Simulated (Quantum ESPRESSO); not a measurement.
## Band energies of GaP

```
CELL_PARAMETERS angstrom
      0.00000     2.71997     2.71997
      2.71997     0.00000     2.71997
      2.71997     2.71997     0.00000
ATOMIC_POSITIONS crystal
  P  0.75000 0.75000 0.75000
  Ga 0.00000 0.00000 0.00000
```

PBE (pw.x of Quantum ESPRESSO, ONCV potentials, scalar-relativistic); path ΓXWKΓLUWLK,UX; energies in eV from the valence-band maximum.

```csv
k (1/Å),point,band 5,band 6,band 7,band 8,band 9,band 10,band 11,band 12
0.00,Γ,-14.48,-12.54,0.00,0.00,0.00,1.87,3.89,3.89
0.53,,-14.47,-11.67,-3.29,-1.52,-1.52,2.33,3.88,6.38
1.16,X,-14.45,-9.55,-6.78,-2.70,-2.70,1.64,1.82,10.62
1.73,W,-14.47,-9.45,-6.57,-3.60,-3.45,4.71,4.89,6.12
2.14,K,-14.46,-9.58,-6.57,-3.96,-2.27,2.18,4.81,8.26
2.45,,-14.47,-10.28,-5.87,-3.77,-1.50,2.96,5.99,6.37
3.06,,-14.47,-12.23,-1.96,-0.83,-0.14,2.84,4.09,4.18
3.37,Γ,-14.48,-12.54,0.00,0.00,0.00,1.87,3.89,3.89
3.57,,-14.48,-12.41,-1.18,-0.16,-0.16,2.43,4.13,4.13
4.17,,-14.47,-10.79,-6.08,-1.05,-1.05,1.77,4.77,4.77
4.37,L,-14.47,-10.45,-6.66,-1.13,-1.13,1.69,4.72,4.72
4.67,,-14.47,-10.22,-6.52,-2.66,-1.51,2.77,4.67,5.66
5.07,U,-14.46,-9.58,-6.57,-3.96,-2.27,2.18,4.81,8.26
5.28,,-14.46,-9.53,-6.56,-3.85,-2.82,3.17,4.87,6.99
5.48,W,-14.47,-9.45,-6.57,-3.60,-3.45,4.71,4.89,6.12
5.89,,-14.47,-10.05,-6.44,-3.21,-1.95,3.47,4.30,6.47
6.30,L,-14.47,-10.45,-6.66,-1.13,-1.13,1.69,4.72,4.72
6.39,,-14.47,-10.43,-6.65,-1.33,-1.16,1.89,4.65,4.80
6.92,,-14.46,-9.67,-6.49,-3.99,-2.15,2.32,5.33,7.77
7.01,K,-14.46,-9.58,-6.57,-3.96,-2.27,2.18,4.81,8.26
7.01,U,-14.46,-9.58,-6.57,-3.96,-2.27,2.18,4.81,8.26
7.41,X,-14.45,-9.55,-6.78,-2.70,-2.70,1.64,1.82,10.62
```

The PBE gap is indirect, 1.59 eV, from Γ to 82 % of the way from Γ to X; the smallest direct gap is 1.87 eV.

Spin-orbit splittings are left out.

Geometry relaxed with PBEsol.
